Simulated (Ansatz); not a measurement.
WC in space group P-6m2 (No. 187; W on 1a, C on 1f), a = b = 2.899 Å, c = 2.827 Å, α = β = 90.00°, γ = 120.00°.

Relaxed with PBEsol.

Problem. Decompose the optical modes at the zone centre into irreducible representations, and say which are infrared and Raman allowed.

Solution. Point group -6m2: Γ_opt = A2'' + E'. Infrared: A2'', E'. Raman: E'.

Problem. Assign frequencies (DFPT, the program Ansatz at the PBEsol level (PAW)).

Solution. A2'' 592, E' 621 cm⁻¹.

The PBEsol relaxation kept the symmetry of its start; of distortions, only those at the zone centre were tested. The run is not spin-polarised. As this level gives no gap, phonon frequencies hold no LO–TO term and depend on the k-mesh and smearing (Fermi–Dirac, 0.1 eV here). Scalar-relativistic: spin–orbit coupling is off unless named, which matters more the heavier the elements.

Potentials: the earlier of the program's two PAW sets.
